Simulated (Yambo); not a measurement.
G0W0@PBEsol for MgCrO₄ (space group Cmcm, No. 63) in Yambo. Reference settings: 2×2×2 Γ-centred k mesh, bands 11 to 231 and a 7 Ry block in the screening, 231 bands in G with the Bruneval-Gonze terminator, plasmon pole fitted at 27.2 eV. The PBEsol gap Γ → (-0.5, -0.5, 0) on this mesh is 2.40 eV; G0W0 gaps are taken between the same points.

With and without the terminator, as bands are cut:

```csv
bands in G (in W),"gap, terminator (eV)","gap, none (eV)","valence shift, terminator (eV)","valence shift, none (eV)"
102 (231),4.898,4.847,-0.604,-0.023
157 (231),4.908,4.905,-0.631,-0.296
231 (231),4.913,4.928,-0.639,-0.445
```

Over this range the gap spans 0.015 eV with the terminator and 0.081 eV without, the valence shift 0.035 eV and 0.422 eV. Neither column has reached its limit for certain.

Geometry of the Materials Project entry, not relaxed at this level; primitive cell a = b = 4.9864 Å, c = 6.3368 Å, α = β = 90.00°, γ = 113.25°.

The runs are not spin-polarised; magnetic order was not tried.

A shift is the quasiparticle energy of the state minus its PBEsol energy.
